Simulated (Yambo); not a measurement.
```
HgO
1.0
    3.65374     0.00000     0.00000
   -1.82687     3.16423     0.00000
    0.00000     0.00000     8.83531
O Hg
3 3
Direct
  0.44801   0.44801   0.50000
  0.55199   0.00000   0.16667
  0.00000   0.55199   0.83333
  0.76837   0.76837   0.00000
  0.23163   0.00000   0.66667
  0.00000   0.23163   0.33333
```

HgO (space group P3_221, No. 154): mean Im ε in 1 eV windows above the direct gap of 2.58 eV, for different electron-hole kernels (Yambo, broadening 0.15 eV, norm-conserving PBEsol (Quantum ESPRESSO, 84 Ry, with spin-orbit coupling) bands; 6×6×2 mesh, 18 valence and 6 conduction bands, static screening with 158 bands and a 3 Ry block, scissor 1.07 eV, Tamm-Dancoff; field along x).

```json
[
 {"window (eV)": "2.6 to 3.6", "independent quasiparticles": "1.0", "RPA (no attraction)": "0.8", "BSE": "2.5"},
 {"window (eV)": "3.6 to 4.6", "independent quasiparticles": "3.6", "RPA (no attraction)": "2.3", "BSE": "4.2"},
 {"window (eV)": "4.6 to 5.6", "independent quasiparticles": "5.7", "RPA (no attraction)": "4.2", "BSE": "3.8"}
]
```

This run doesn't resolve bound excitons or single peaks, so only averages are given, and they too depend on the mesh; weight that the attraction moves below the gap isn't listed. All transitions below 6.37 eV are in the band window. The scissor comes from a G0W0 run whose convergence isn't established.

Geometry relaxed with PBE+D3(BJ).

The structure is a Materials Project entry; no match was found in the copy of COD used, and its stability was not checked.
